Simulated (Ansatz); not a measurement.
Relaxed CuAu (CuAu type, space group P4/mmm):

```xyz
4
Lattice="2.8815 0.0000 0.0000 0.0000 2.8815 0.0000 0.0000 0.0000 7.2295" Properties=species:S:1:pos:R:3 pbc="T T T"
Cu     1.4408     1.4408     1.8074
Cu     1.4408     1.4408     5.4221
Au     0.0000     0.0000     0.0000
Au     0.0000     0.0000     3.6148
```

The atoms are displaced by Q × the pattern below (from a DFPT mode at Z = (0.0, 0.0, 0.5), largest move 1; Q in Å), at fixed cell. It is one choice among 2 degenerate patterns. (q is in reciprocal vectors of the primitive cell; the cell shown is doubled to hold the pattern.)

```csv
atom,x,y,z
Au3,0.000,1.000,0.000
Au4,0.000,-1.000,0.000
```

Atoms not listed stay in place.

The numbers are results of PBE (plane waves to 420 eV, PAW, scalar-relativistic; Ansatz, an electronic-structure program), not measurements. k mesh 16×16×7 (Γ-centred), Fermi-Dirac smearing 0.05 eV. With partly filled bands, energies and forces of such displacements shift with the k mesh and the smearing. CuAu is run without spin polarisation. CuAu was relaxed with its symmetry unable to fall. Spin-orbit coupling is left out, though Au is heavy.

At one point of the scan the forces (eV/Å) are:

```tsv
atom	Fx	Fy	Fz
Cu1	0.000	0.000	0.000
Cu2	0.000	0.000	0.000
Au3	0.000	-0.573	0.000
Au4	0.000	0.573	0.000
```

Question: Which point is it?
A) Q = 0.060 Å
B) Q = 0.030 Å
C) Q = 0.180 Å
D) Q = 0.090 Å

Answer: C, Q = 0.180 Å

(A displaced cell: forces are minus the slopes of the energy, force constants its curvatures, and phonons follow from these.)
